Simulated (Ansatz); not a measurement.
An elastic tensor (GPa, Voigt order, standard axes) from PBEsol (plane waves, PAW; program Ansatz):

```
469  152  152  0.0  0.0  0.0
152  469  152  0.0  0.0  0.0
152  152  469  0.0  0.0  0.0
0.0  0.0  0.0  112  0.0  0.0
0.0  0.0  0.0  0.0  112  0.0
0.0  0.0  0.0  0.0  0.0  112
```

Q: Which compound is it?
A. GeMo3, A15 (Cr3Si type)
B. MgS, zinc blende
C. ScZn, CsCl type
D. CaSe, rock salt

A: A, GeMo3, A15 (Cr3Si type)

Space group Pm-3n (A15 (Cr3Si type)). The first step of the workflow began from a Materials Project structure, measured or hypothetical; the Crystallography Open Database copy checked does not list it. Whether it is the stable phase at ambient conditions was not checked. The PBEsol relaxation kept the symmetry of its start; its stability against distortions is not shown here. The run is not spin-polarised. As this level gives no gap, shear constants depend on the k-mesh and smearing (Fermi–Dirac, 0.1 eV here).

Potentials: the later of the program's two PAW sets.
